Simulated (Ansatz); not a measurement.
Theory: DFT PBE, scalar-relativistic, plane waves, PAW in Ansatz 0.2.0. Plane waves to 420 eV, a 14×14×14 mesh through Γ for the 7-atom cell and 0.10 eV Gaussian smearing; no spin polarisation.

Formation energies are uncorrected and refer to the elements' standard structures at the same level (F₂ as a molecule).

Question: Suggest a trial structure for a tetragonal metal with formula Li2PdF4, with a formation energy near −2.04 eV/atom and a density near 2.8 g/cm³, in a cell of 7 atoms.

Answer: Li2PdF4, space group I4/mmm (No. 139). Around Li lie 4 F at 1.97 Å; around Pd lie 4 F at 1.97 Å; F on a site of symmetry mmm has 2 Pd at 1.97 Å; F on a site of symmetry -4m2 has 4 Li at 1.97 Å.

```
Li Pd F
1.0
    -1.97011    1.97011    7.62745
     1.97011   -1.97011    7.62745
     1.97011    1.97011   -7.62745
Li Pd F
2 1 4
Cartesian
  0.0000 0.0000 11.3986
  0.0000 0.0000 3.8563
  0.0000 0.0000 0.0000
  1.9701 0.0000 0.0000
  0.0000 1.9701 0.0000
  1.9701 0.0000 3.8137
  0.0000 1.9701 3.8137
```

| Property | Result |
| --- | --- |
| Volume per atom | 16.9 Å³ |
| Density | 2.8 g/cm³ |
| Energy over the elements | −2.04 eV/atom |
| Gap on the 14×14×14 mesh of the 7-atom cell | 0 eV (a metal) |

The cell was found from a structure generator's guess, not taken from experiment. Other answers may fit too; this one was computed.

No dispersion correction is applied, so the spacing and binding between layers, chains or molecules are poorly described. Symmetry constrained the relaxation, so the result can be a saddle point.
